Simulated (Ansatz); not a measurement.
LaN:
```
LaN
1.0
   10.60635     0.00000     0.00000
    0.00000     3.75542     0.00000
    0.00000     0.00000     3.75390
La N
4 4
Direct
  0.12455   0.25000   0.25869
  0.37545   0.75000   0.75869
  0.87545   0.75000   0.74131
  0.62455   0.25000   0.24131
  0.87697   0.25000   0.26982
  0.62303   0.75000   0.76982
  0.12303   0.75000   0.73018
  0.37697   0.25000   0.23018
```

Relaxed with r²SCAN. r²SCAN (plane waves, PAW; program Ansatz) gives a gap of 0.28 eV.

**Question.** What gap does HSE06 give on the same cell (Ansatz, PAW)?

**Answer.** 0.84 eV, 0.57 eV more. The hybrid was solved on a coarser mesh and at special points; the gap given is the minimum over both.

Cost on shared cores: the r²SCAN run (SCF on a 3×7×7 mesh, then bands and DOS) around 6 core-minutes (rough), the HSE06 run (SCF on 2×4×4, then a few points) around 7 core-minutes (rough); the tasks are unlike.

Space group Pnma. The start of the workflow was typed in or built on a structure type; neither database checked (COD, Materials Project) lists it. COD files the formula under space group No. 225. Whether it is the stable phase at ambient conditions was not checked. Symmetry was held in the r²SCAN relaxation; its stability against distortions is not shown here. Scalar-relativistic: spin–orbit coupling is off unless named, which matters more the heavier the elements.

Potentials: the earlier of the program's two PAW sets.
